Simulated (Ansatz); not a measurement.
Structures of NbH2: which is lowest?

Plane-wave DFT in Ansatz with scalar-relativistic PAW potentials, cutoff 500 eV, Γ-centred meshes chosen by cell and gap, Gaussian smearing with energies taken to zero width. Every cell was relaxed (cell and atoms) in a run of its own, within the symmetry of its start. Functional: r2SCAN.

Relaxed structures (starts from databases or built by putting these elements on another compound's sites):
A. P6_3/mmc, 6 atoms in the computed cell, a = 3.125 Å, c = 5.602 Å; sites (symmetry × multiplicity) Nb -6m2 × 2, H 3m. × 4; start: built
B. Fm-3m, 3 atoms in the computed cell, a = 4.547 Å; sites (symmetry × multiplicity) Nb m-3m × 4, H -43m × 8; start: database

Rank them by energy. Could pressure change the order?

| structure | group | E − E(lowest) (meV/atom) | V (Å³/atom) | gap on mesh (eV) |
| --- | --- | --- | --- | --- |
| B | Fm-3m | 0.0 | 7.83 | 0.00 |
| A | P6_3/mmc | 150 | 7.90 | 0.00 |

B is lowest, 150 meV/atom under A. The lowest is also the densest of these, so pressure wouldn't bring one of the others in at first order. Other structures may lie lower than all of these, and vibrations aren't counted.